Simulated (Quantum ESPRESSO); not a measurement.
## Hf3GaFO7 (one run as intended and one with a planted mistake)

A calculation, not a measurement. The program is pw.x of Quantum ESPRESSO 7.5 (plane-wave density functional theory). The cell is made up: 12 atoms on a fluorite lattice, with randomly drawn elements, strain and displacements, not relaxed. PseudoDojo standard norm-conserving files (v0.5 for PBE, v0.4.1 for LDA and PBEsol) set the functional; there is no spin polarisation, spin-orbit coupling or dispersion term, and the masses in the input are unused placeholders.

The hafnium pseudopotential is less sure than the others, with forces about 3 percent (worst 6) and pressure in oxides about 1.5 GPa (worst 2.7) from a second method in checks, which no rerun with the same files tests.

Intended input:

```
&control calculation='scf', pseudo_dir='./dojo.nc.sr.pbe.v0_5.standard.upf', outdir='./o', disk_io='low', tprnfor=.true., tstress=.true. /
&system ibrav=0, nat=12, ntyp=4, nbnd=55, ecutwfc=84.00895049, nosym=.true., tot_charge=0,
 occupations='smearing', smearing='fd', degauss=0.0018374661
/
&electrons conv_thr=7.350e-09, electron_maxstep=60, /
ATOMIC_SPECIES
F 1.0 F.upf
Ga 1.0 Ga.upf
Hf 1.0 Hf.upf
O 1.0 O.upf
CELL_PARAMETERS angstrom
5.0797 0.0 0.0
0.0 5.0797 0.0
0.0 0.0 5.0797
ATOMIC_POSITIONS angstrom
Hf -0.0227 -0.0217 -0.0318
Ga -0.082 2.5002 2.6469
Hf 2.5118 0.1308 2.4946
Hf 2.5257 2.5109 0.2168
F 1.3666 1.2458 1.2025
O 1.2593 1.2682 3.76
O 1.3556 3.7635 1.4534
O 1.244 3.8941 3.8181
O 3.8083 1.2686 1.2116
O 3.7526 1.421 3.6306
O 3.7481 3.8057 1.2997
O 3.7225 3.8476 3.7928
K_POINTS automatic
4 4 4 1 1 1
```

The log is shortened where brackets say so; the opening notice, blank lines, dates and the lines on written files are dropped, and the path of the files is cut. It prints rydbergs, bohrs and kilobars, and counts compression as positive stress. Where no state is partly filled, the Fermi energy that it prints is only some level between the filled and the empty states on the mesh, and need not lie in the true gap.

Log of the intended run:

```
     Program PWSCF v.7.5
     Parallel version (MPI & OpenMP), running on       4 processor cores
     Number of MPI processes:                 4
     Threads/MPI process:                     1
     [start-up lines left out]
     bravais-lattice index     =            0
     lattice parameter (alat)  =       9.5992  a.u.
     unit-cell volume          =     884.5264 (a.u.)^3
     number of atoms/cell      =           12
     number of atomic types    =            4
     number of electrons       =        98.00
     number of Kohn-Sham states=           55
     kinetic-energy cutoff     =      84.0090  Ry
     charge density cutoff     =     336.0358  Ry
     scf convergence threshold =      7.3E-09
     mixing beta               =       0.7000
     number of iterations used =            8  plain     mixing
     Exchange-correlation= PBE
                           (   1   4   3   4   0   0   0)
     [axes and pseudopotential details left out]
   Cartesian axes
     site n.     atom                  positions (alat units)
         1        Hf     tau(   1) = (  -0.0044688  -0.0042719  -0.0062602  )
         2        Ga     tau(   2) = (  -0.0161427   0.4921944   0.5210741  )
         3        Hf     tau(   3) = (   0.4944780   0.0257496   0.4910920  )
         4        Hf     tau(   4) = (   0.4972144   0.4943008   0.0426797  )
         5        F      tau(   5) = (   0.2690316   0.2452507   0.2367266  )
         6        O      tau(   6) = (   0.2479083   0.2496604   0.7402012  )
         7        O      tau(   7) = (   0.2668662   0.7408902   0.2861193  )
         8        O      tau(   8) = (   0.2448964   0.7666004   0.7516389  )
         9        O      tau(   9) = (   0.7497096   0.2497392   0.2385180  )
        10        O      tau(  10) = (   0.7387444   0.2797409   0.7147272  )
        11        O      tau(  11) = (   0.7378585   0.7491978   0.2558616  )
        12        O      tau(  12) = (   0.7328189   0.7574463   0.7466583  )
     number of k points=    32  Fermi-Dirac smearing, width (Ry)=  0.0018
                       cart. coord. in units 2pi/alat
        k(    1) = (   0.1250000   0.1250000   0.1250000), wk =   0.0625000
        k(    2) = (   0.1250000   0.1250000   0.3750000), wk =   0.0625000
     [further k points left out]
     Dense  grid:    91965 G-vectors     FFT dimensions: (  60,  60,  60)
     Estimated max dynamical RAM per process >     240.09 MB
     Estimated total dynamical RAM >     892.99 MB
     Initial potential from superposition of free atoms
     starting charge      97.9917, renormalised to      98.0000
     Starting wfcs are   71 randomized atomic wfcs
     total cpu time spent up to now is        4.1 secs
     per-process dynamical memory:   176.7 Mb
     Self-consistent Calculation
     iteration #  1     ecut=    84.01 Ry     beta= 0.70
     Davidson diagonalization with overlap
     ethr =  1.00E-02,  avg # of iterations =  2.0
     total cpu time spent up to now is        9.8 secs
     total energy              =    -771.34665231 Ry
     estimated scf accuracy    <       4.21033479 Ry
     iteration #  2     ecut=    84.01 Ry     beta= 0.70
     Davidson diagonalization with overlap
     ethr =  4.30E-03,  avg # of iterations =  5.3
     total cpu time spent up to now is       18.2 secs
     total energy              =    -770.65355114 Ry
     estimated scf accuracy    <      12.15810049 Ry
     [iterations 3 to 13 left out]
     iteration # 14     ecut=    84.01 Ry     beta= 0.70
     Davidson diagonalization with overlap
     ethr =  1.49E-10,  avg # of iterations =  2.2
     total cpu time spent up to now is      101.8 secs
     total energy              =    -773.41771169 Ry
     estimated scf accuracy    <       0.00000001 Ry
     iteration # 15     ecut=    84.01 Ry     beta= 0.70
     Davidson diagonalization with overlap
     ethr =  1.10E-11,  avg # of iterations =  4.4
     total cpu time spent up to now is      109.9 secs
     End of self-consistent calculation
     [lines on levels left out]
     the Fermi energy is    12.4918 ev
!    total energy              =    -773.41771169 Ry
     estimated scf accuracy    <          1.6E-09 Ry
     smearing contrib. (-TS)   =      -0.00000000 Ry
     internal energy E=F+TS    =    -773.41771169 Ry
     The total energy is F=E-TS. E is the sum of the following terms:
     one-electron contribution =    -161.22025057 Ry
     hartree contribution      =     146.83550980 Ry
     xc contribution           =    -197.70314881 Ry
     ewald contribution        =    -561.32982211 Ry
     convergence has been achieved in  15 iterations
     Forces acting on atoms (cartesian axes, Ry/au):
     atom    1 type  3   force =    -0.06404206   -0.12109811   -0.11999452
     atom    2 type  2   force =    -0.02294654    0.10250793    0.06425071
     atom    3 type  3   force =     0.08460089   -0.15653623    0.15719573
     atom    4 type  3   force =     0.09164604    0.18907993   -0.18406774
     atom    5 type  1   force =    -0.08622619   -0.03036990    0.00638455
     atom    6 type  4   force =    -0.03246529    0.02878431    0.01468503
     atom    7 type  4   force =    -0.07582230   -0.01467834   -0.06520547
     atom    8 type  4   force =    -0.02800264   -0.01247603    0.06999902
     atom    9 type  4   force =     0.02847319   -0.01092124   -0.02315606
     atom   10 type  4   force =     0.02404980   -0.03550243    0.05754219
     atom   11 type  4   force =     0.05584079    0.00767968   -0.02465645
     atom   12 type  4   force =     0.02489431    0.05353042    0.04702302
     Total force =     0.474742     Total SCF correction =     0.000074
     Computing stress (Cartesian axis) and pressure
          total   stress  (Ry/bohr**3)                   (kbar)     P=       25.28
   0.00024041   0.00009593  -0.00005206           35.37       14.11       -7.66
   0.00009593   0.00017389  -0.00000636           14.11       25.58       -0.94
  -0.00005206  -0.00000636   0.00010115           -7.66       -0.94       14.88
     init_run     :      3.73s CPU      3.94s WALL (       1 calls)
     electrons    :    105.04s CPU    105.90s WALL (       1 calls)
     forces       :      1.61s CPU      1.64s WALL (       1 calls)
     stress       :      5.28s CPU      5.47s WALL (       1 calls)
     [timing details left out]
     PWSCF        :   1m55.81s CPU   1m57.22s WALL
     JOB DONE.
```

A second run has one planted mistake: the smearing is too wide. The input lines that differ, file-writing options aside:

```
- &system ibrav=0, nat=12, ntyp=4, nbnd=55, ecutwfc=84.00895049, nosym=.true., tot_charge=0,
+ &system ibrav=0, nat=12, ntyp=4, nbnd=73, ecutwfc=84.00895049, nosym=.true., tot_charge=0,
-  occupations='smearing', smearing='fd', degauss=0.0018374661
+  occupations='smearing', smearing='fd', degauss=0.0433642002
```

Its log:

```
     Program PWSCF v.7.5
     Parallel version (MPI & OpenMP), running on       4 processor cores
     Number of MPI processes:                 4
     Threads/MPI process:                     1
     [start-up lines left out]
     bravais-lattice index     =            0
     lattice parameter (alat)  =       9.5992  a.u.
     unit-cell volume          =     884.5264 (a.u.)^3
     number of atoms/cell      =           12
     number of atomic types    =            4
     number of electrons       =        98.00
     number of Kohn-Sham states=           73
     kinetic-energy cutoff     =      84.0090  Ry
     charge density cutoff     =     336.0358  Ry
     scf convergence threshold =      7.3E-09
     mixing beta               =       0.7000
     number of iterations used =            8  plain     mixing
     Exchange-correlation= PBE
                           (   1   4   3   4   0   0   0)
     [axes and pseudopotential details left out]
   Cartesian axes
     site n.     atom                  positions (alat units)
         1        Hf     tau(   1) = (  -0.0044688  -0.0042719  -0.0062602  )
         2        Ga     tau(   2) = (  -0.0161427   0.4921944   0.5210741  )
         3        Hf     tau(   3) = (   0.4944780   0.0257496   0.4910920  )
         4        Hf     tau(   4) = (   0.4972144   0.4943008   0.0426797  )
         5        F      tau(   5) = (   0.2690316   0.2452507   0.2367266  )
         6        O      tau(   6) = (   0.2479083   0.2496604   0.7402012  )
         7        O      tau(   7) = (   0.2668662   0.7408902   0.2861193  )
         8        O      tau(   8) = (   0.2448964   0.7666004   0.7516389  )
         9        O      tau(   9) = (   0.7497096   0.2497392   0.2385180  )
        10        O      tau(  10) = (   0.7387444   0.2797409   0.7147272  )
        11        O      tau(  11) = (   0.7378585   0.7491978   0.2558616  )
        12        O      tau(  12) = (   0.7328189   0.7574463   0.7466583  )
     number of k points=    32  Fermi-Dirac smearing, width (Ry)=  0.0434
                       cart. coord. in units 2pi/alat
        k(    1) = (   0.1250000   0.1250000   0.1250000), wk =   0.0625000
        k(    2) = (   0.1250000   0.1250000   0.3750000), wk =   0.0625000
     [further k points left out]
     Dense  grid:    91965 G-vectors     FFT dimensions: (  60,  60,  60)
     Estimated max dynamical RAM per process >     281.63 MB
     Estimated total dynamical RAM >       1.03 GB
     Initial potential from superposition of free atoms
     starting charge      97.9917, renormalised to      98.0000
     Starting wfcs are   71 randomized atomic wfcs +    2 random wfcs
     total cpu time spent up to now is        3.9 secs
     per-process dynamical memory:   205.9 Mb
     Self-consistent Calculation
     iteration #  1     ecut=    84.01 Ry     beta= 0.70
     Davidson diagonalization with overlap
     ethr =  1.00E-02,  avg # of iterations =  5.7
     total cpu time spent up to now is       12.3 secs
     total energy              =    -771.47204699 Ry
     estimated scf accuracy    <       4.06829568 Ry
     iteration #  2     ecut=    84.01 Ry     beta= 0.70
     Davidson diagonalization with overlap
     ethr =  4.15E-03,  avg # of iterations =  2.1
     total cpu time spent up to now is       21.7 secs
     total energy              =    -770.22539263 Ry
     estimated scf accuracy    <      14.62542097 Ry
     [iterations 3 to 12 left out]
     iteration # 13     ecut=    84.01 Ry     beta= 0.70
     Davidson diagonalization with overlap
     ethr =  1.89E-10,  avg # of iterations =  2.0
     total cpu time spent up to now is      110.9 secs
     total energy              =    -773.45157298 Ry
     estimated scf accuracy    <       0.00000004 Ry
     iteration # 14     ecut=    84.01 Ry     beta= 0.70
     Davidson diagonalization with overlap
     ethr =  4.05E-11,  avg # of iterations =  2.0
     total cpu time spent up to now is      119.0 secs
     End of self-consistent calculation
     [lines on levels left out]
     the Fermi energy is    12.9869 ev
!    total energy              =    -773.45157298 Ry
     estimated scf accuracy    <          3.8E-09 Ry
     smearing contrib. (-TS)   =      -0.11497697 Ry
     internal energy E=F+TS    =    -773.33659601 Ry
     The total energy is F=E-TS. E is the sum of the following terms:
     one-electron contribution =    -161.17197628 Ry
     hartree contribution      =     146.83178116 Ry
     xc contribution           =    -197.66657877 Ry
     ewald contribution        =    -561.32982211 Ry
     convergence has been achieved in  14 iterations
     Forces acting on atoms (cartesian axes, Ry/au):
     atom    1 type  3   force =    -0.06249632   -0.10211791   -0.10073646
     atom    2 type  2   force =    -0.01868813    0.09056351    0.05075296
     atom    3 type  3   force =     0.08204149   -0.14311494    0.14094621
     atom    4 type  3   force =     0.08767203    0.17153925   -0.17458416
     atom    5 type  1   force =    -0.08732958   -0.02944898    0.00790539
     atom    6 type  4   force =    -0.02960466    0.02557481    0.01763969
     atom    7 type  4   force =    -0.07071955   -0.00789832   -0.06666370
     atom    8 type  4   force =    -0.02284744   -0.01388890    0.06512773
     atom    9 type  4   force =     0.02769108   -0.01186581   -0.02318186
     atom   10 type  4   force =     0.01748010   -0.03902543    0.06366492
     atom   11 type  4   force =     0.05316715    0.00963419   -0.02415625
     atom   12 type  4   force =     0.02363382    0.05004852    0.04328554
     Total force =     0.436930     Total SCF correction =     0.000212
     Computing stress (Cartesian axis) and pressure
          total   stress  (Ry/bohr**3)                   (kbar)     P=       41.28
   0.00033635   0.00011322  -0.00005399           49.48       16.66       -7.94
   0.00011322   0.00029210  -0.00002878           16.66       42.97       -4.23
  -0.00005399  -0.00002878   0.00021331           -7.94       -4.23       31.38
     init_run     :      3.52s CPU      3.73s WALL (       1 calls)
     electrons    :    111.22s CPU    115.10s WALL (       1 calls)
     forces       :      1.91s CPU      1.95s WALL (       1 calls)
     stress       :      6.24s CPU      6.43s WALL (       1 calls)
     [timing details left out]
     PWSCF        :   2m 3.10s CPU   2m 7.52s WALL
     JOB DONE.
```

```
                                            intended run  run with the mistake
                          free energy (eV)    -10522.884            -10523.345
                    smearing term -TS (eV)        0.0000               -1.5643
                            pressure (GPa)          2.53                  4.13
            largest force component (eV/Å)         4.861                 4.489
largest change of a force component (eV/Å)                               0.495
                                iterations            15                    14
```

For scale, a rerun of the intended cell at a cutoff of 1437 eV and k mesh 6 x 6 x 6 moved values by no more than 0.002 eV in energy, 0.03 GPa in stress and 0.005 eV/Å in force. The number of bands, nbnd, was set by rule from the electron count and the smearing, so it follows the mistake.